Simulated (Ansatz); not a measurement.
SrO:
```cif
data_OSr
_chemical_formula_sum 'Sr1 O1'
_space_group_name_H-M_alt 'P 1'
_space_group_IT_number 1
_cell_length_a 3.58126
_cell_length_b 3.58126
_cell_length_c 3.58126
_cell_angle_alpha 60.000
_cell_angle_beta 60.000
_cell_angle_gamma 60.000
loop_
_space_group_symop_operation_xyz
  'x, y, z'
loop_
_atom_site_label
_atom_site_type_symbol
_atom_site_fract_x
_atom_site_fract_y
_atom_site_fract_z
_atom_site_occupancy
Sr1 Sr 0.50000 0.50000 0.50000 1
O1 O 0.00000 0.00000 0.00000 1
```

Relaxed with LDA.

Q: Decompose the optical modes at the zone centre into irreducible representations, and say which are infrared and Raman allowed.

A: Point group m-3m: Γ_opt = T1u. Infrared: T1u. Raman: none.

Q: Assign frequencies (DFPT, LDA (plane waves, PAW; program Ansatz); without the LO–TO term).

A: T1u 216 cm⁻¹.

Space group Fm-3m (rock salt). Symmetry was held in the LDA relaxation.

Potentials: the earlier of the program's two PAW sets. The files were generated under PBE; for other functionals the program regenerates the frozen cores, and for LDA and PBEsol the local potential too.
